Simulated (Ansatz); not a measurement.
# Vibrational response of NbB2 at 3 GPa

All numbers below come from DFT LDA, scalar-relativistic, plane waves, PAW in Ansatz. Settings: 420 eV plane-wave cutoff, Γ-centred 18×18×14 mesh, Fermi-Dirac smearing of 0.15 eV. No spin polarisation. Phonons by linear response, acoustic sum rule imposed.

The cell, relaxed at 3 GPa:
```
CELL_PARAMETERS angstrom
3.06544 0.00000 0.00000
-1.53272 2.65475 0.00000
0.00000 0.00000 3.26635
ATOMIC_POSITIONS crystal
Nb 0.00000 0.00000 0.00000
B 0.33333 0.66667 0.50000
B 0.66667 0.33333 0.50000
```

In a metal, frequencies and elastic constants depend on the k mesh and the smearing, soft modes and shear constants most.

(1) Is this structure stable against zone-centre distortions?

(2) List the optical modes at Γ (i marks imaginary ones).

Answers

(1) Yes, at Γ: no optical mode is imaginary. Strains and other wave vectors aren't tested by this run.

(2)
```
frequency (cm⁻¹) degeneracy
             441           2
             503           1
             571           1
             826           2
```